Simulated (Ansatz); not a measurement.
## LiPb (Pm-3m), stationary points along a deformation path

Theory: DFT LDA, scalar-relativistic, plane waves, PAW in Ansatz 0.2.0. Cutoff 420 eV, Γ-centred 16×16×16 k-points, Gaussian smearing of 0.15 eV. Spin–orbit coupling is left out, which can shift energies with elements as heavy as these. No spin polarisation. Energies are free energies at this smearing, counted from the undisturbed cell; pressure is positive in compression.

Zero of the scan (as given, not relaxed at this level; it stands at -1.9 GPa, and it needn't be the usual structure):

```
CELL_PARAMETERS angstrom
3.52200 0.00000 0.00000
0.00000 3.52200 0.00000
0.00000 0.00000 3.52200
ATOMIC_POSITIONS crystal
Li 0.50000 0.50000 0.50000
Pb 0.00000 0.00000 0.00000
```

At fixed volume and fractional coordinates, lengths along (0.000, 0.000, 1.000) are scaled against those across it; ρ is that ratio over its starting value. V = 21.844 Å³/atom. Δσ is the stress along the axis less the mean stress across it (compression positive).

```csv
ρ,ΔE (meV/atom),Δσ (GPa),space group
0.707,232.6,20.05,P4/mmm
0.780,97.2,10.85,P4/mmm
0.850,33.3,5.91,P4/mmm
0.920,4.2,2.02,P4/mmm
1.000,0.0,0.00,Pm-3m
1.100,4.1,-0.85,P4/mmm
1.200,14.1,-1.30,P4/mmm
1.300,20.4,-0.68,P4/mmm
1.414,32.4,-2.94,P4/mmm
```

Q: How does the stress give the slope of the energy, and where is the energy stationary?

A: Along the path d ln(length) is 2/3 d ln ρ on the axis and −1/3 d ln ρ across it, so dE/d ln ρ = −(2/3) V Δσ: the energy falls with ρ where Δσ is positive. Δσ vanishes or changes sign at ρ = 1.000 (Pm-3m), a minimum at 0.0 meV/atom. Pairs of stationary points between two samples would go unseen, and could change a minimum read from distant neighbours into a maximum. At ρ = 1.000 the cell is cubic, where symmetry alone makes the stress isotropic and the slope zero.

Q: Which shear constant sets the curvature at ρ = 1?

A: For a cubic crystal E/V = (2/3) C (ln ρ)² with C = C′ = (C11 − C12)/2, so Δσ = −2C ln ρ. The parabola of Δσ against ln ρ through ρ = 0.920, 1 and 1.100 gives C ≈ 8.5 GPa with the ions clamped, rough because the steps are large. It is the stress–strain coefficient at this cell's pressure of -1.9 GPa, not the zero-pressure constant.

Q: Integrate that slope from ρ = 1 to 0.780 by the trapezoid rule.

A: With V/N in Å³ and 1 eV/Å³ = 160.2 GPa the slopes at ρ = 1.000, 0.920, 0.850, 0.780 are 0, -184, -537, -987 meV/atom per unit of ln ρ. The steps add 7.7 + 28.5 + 65.5 = 101.6 meV/atom, against 97.2 from the energies; the trapezoid rule misses the curvature of the slope within each step.

In a metal these slopes depend on the k mesh and the smearing.